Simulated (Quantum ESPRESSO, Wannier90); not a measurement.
Pt (fcc (Cu type)), plane waves to Wannier functions

```
CELL_PARAMETERS angstrom
      0.00000     1.97158     1.97158
      1.97158     0.00000     1.97158
      1.97158     1.97158     0.00000
ATOMIC_POSITIONS crystal
  Pt 0.00000 0.00000 0.00000
```

Structure: Materials Project mp-126, symmetrised, not relaxed again. This is the element's usual structure. Level: PBEsol, no spin polarisation, no spin-orbit coupling; pw.x of Quantum ESPRESSO at 68 Ry with PseudoDojo potentials, 12×12×12 k-points, Wannier90. Density: 18×18×18 mesh, cold smearing 0.01 Ry. Spin-orbit coupling is left out although heavy elements are present.

Valence charges of the files: Pt 18. 21 bands were computed.

Isolated groups of bands, relative to the Fermi level (bands from 5 on overlap up to the last one computed):

```
bands  from (eV)  to (eV)  filling  weight on atomic waves
-----  ---------  -------  -------  ----------------------
1         -98.65   -98.61   filled              Pt 5s 99 %
2–4       -52.97   -52.52   filled             Pt 5p 100 %
```

Wanted is a model with the orbitals Pt s p d, without the filled groups that are mainly made of other shells (semicore states, and anion s where it isn't named); all higher bands stay in for disentanglement.

Q: Give num_wann, exclude_bands and num_bands, and the number of electrons that the model holds.

A: Electrons: 1×18 = 18, or 9.0 bands' worth; no gap over 0.05 eV opens at the Fermi level at this level of theory.
num_wann = 1×9 = 9.
exclude_bands = 1-4, 4 bands, so num_bands = 21 − 4 = 17.
The model holds 18 − 2×4 = 10 electrons. With the window frozen to 1.50 eV it follows pw.x to 2.7 meV rms (states up to 1.0 eV relative to the Fermi level).
